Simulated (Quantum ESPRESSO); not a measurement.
```cif
data_HCaGaGe
_chemical_formula_sum 'H1 Ca1 Ga1 Ge1'
_space_group_name_H-M_alt 'P 1'
_space_group_IT_number 1
_cell_length_a 4.06430
_cell_length_b 4.06430
_cell_length_c 4.66617
_cell_angle_alpha 90.000
_cell_angle_beta 90.000
_cell_angle_gamma 120.000
loop_
_space_group_symop_operation_xyz
  'x, y, z'
loop_
_atom_site_label
_atom_site_type_symbol
_atom_site_fract_x
_atom_site_fract_y
_atom_site_fract_z
_atom_site_occupancy
H1 H 0.00000 0.00000 0.93620 1
Ca1 Ca 0.33333 0.66667 0.99659 1
Ga1 Ga 0.00000 0.00000 0.56359 1
Ge1 Ge 0.66667 0.33333 0.42242 1
```

The PBEsol cell relaxed from Materials Project entry mp-1018093 was given a biaxial strain of -1 % along x and y, z relaxed, and the atoms were relaxed again.

Q: What does PBEsol (pw.x of Quantum ESPRESSO, ONCV potentials, without SOC) give for the electronic structure near the Fermi level?

A: The PBEsol gap is indirect, 0.34 eV, from A to M; the smallest direct gap is 1.07 eV. Spin-orbit splittings are left out.
